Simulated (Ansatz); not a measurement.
GeS:
```
GeS
1.0
    4.62193     0.00000     0.00000
    0.00000     4.62193     0.00000
    0.00000     0.00000     3.97818
Ge S
2 2
Direct
  0.50000   0.00000   0.27522
  0.00000   0.50000   0.72478
  0.00000   0.00000   0.00000
  0.50000   0.50000   0.00000
```

Relaxed with PBE+D3(BJ). Special points in fractions of this cell's reciprocal vectors: Γ (0.000, 0.000, 0.000); X (0.000, 0.500, 0.000); M (0.500, 0.500, 0.000); Z (0.000, 0.000, 0.500); R (0.000, 0.500, 0.500); A (0.500, 0.500, 0.500).

Task: List the band energies nearest the valence-band maximum at these points for plane-wave PAW PBE+D3(BJ) (Ansatz code).

Result: In eV from the valence-band maximum; about four levels below and three above (degenerate sets whole), none deeper than 8.9 eV; points with the same levels are listed once.

```csv
k,below,above
Γ,-1.97 -1.97 -1.61 -0.95,1.20 3.09 4.69 4.69
X,-2.34 -2.34 -0.66 -0.66,2.08 2.08 5.19 5.19
M,-0.77 -0.77 -0.40 -0.40,1.55 1.55 3.44 3.44
Z,-2.21 -2.02 -1.96 -1.96,1.37 1.41 1.41
R,-3.67 -3.67 -0.84 -0.84,2.71 2.71 2.88 2.88
A,-3.40 -3.40 -0.28 -0.28,4.24 4.24 4.73 4.73
```

Space group P4/nmm. A made-up cell: these elements were put on the sites of a structure type; neither database checked (COD, Materials Project) lists it. COD files the formula under space group No. 62. Whether it is the stable phase at ambient conditions was not checked. The cell was relaxed with PBE+D3(BJ) under the symmetry of its start; whether a distortion lowers the energy is not shown. Spin–orbit coupling is left out wherever it is not named.

Potentials: the earlier of the program's two PAW sets.
